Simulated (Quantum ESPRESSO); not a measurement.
pw.x input (Quantum ESPRESSO 7.5; PBEsol, PseudoDojo standard norm-conserving files, fully relativistic):

```
&CONTROL
  calculation = 'scf'
  pseudo_dir = './pseudo'
  outdir = './out'
  tprnfor = .true.
  tstress = .true.
/
&SYSTEM
  ibrav = 0
  nat = 2
  ntyp = 1
  ecutwfc = 78.0
  ecutrho = 312.0
  occupations = 'smearing'
  smearing = 'fd'
  degauss = 0.002
  nbnd = 33
  noncolin = .true.
  lspinorb = .true.
/
&ELECTRONS
  conv_thr = 2e-10
/
ATOMIC_SPECIES
Ge 72.6300 Ge.upf
CELL_PARAMETERS angstrom
  0.000000000000   2.839281153000   2.839281153000
  2.839281153000   0.000000000000   2.839281153000
  2.839281153000   2.839281153000   0.000000000000
ATOMIC_POSITIONS crystal
Ge   0.000000000000   0.000000000000   0.000000000000
Ge   0.250000000000   0.250000000000   0.250000000000
K_POINTS automatic
8 8 8 0 0 0
```

End of the output:

```

[...]
     the Fermi energy is     9.3096 ev
!    total energy              =    -356.74722598 Ry
     estimated scf accuracy    <          5.0E-11 Ry
     smearing contrib. (-TS)   =      -0.00002194 Ry
     internal energy E=F+TS    =    -356.74720404 Ry
     The total energy is F=E-TS. E is the sum of the following terms:
     one-electron contribution =    -184.64634064 Ry
     hartree contribution      =     111.02354480 Ry
     xc contribution           =     -86.34506872 Ry
     ewald contribution        =    -196.77933948 Ry
     convergence has been achieved in   7 iterations
     Forces acting on atoms (cartesian axes, Ry/au):
     atom    1 type  1   force =    -0.00000000   -0.00000000   -0.00000000
     atom    2 type  1   force =     0.00000000    0.00000000    0.00000000
     Total force =     0.000000     Total SCF correction =     0.000000
     Computing stress (Cartesian axis) and pressure
          total   stress  (Ry/bohr**3)                   (kbar)     P=       -0.38
  -0.00000261   0.00000000   0.00000000           -0.38        0.00        0.00
   0.00000000  -0.00000261   0.00000000            0.00       -0.38        0.00
   0.00000000   0.00000000  -0.00000261            0.00        0.00       -0.38
```

Geometry relaxed with PBEsol.
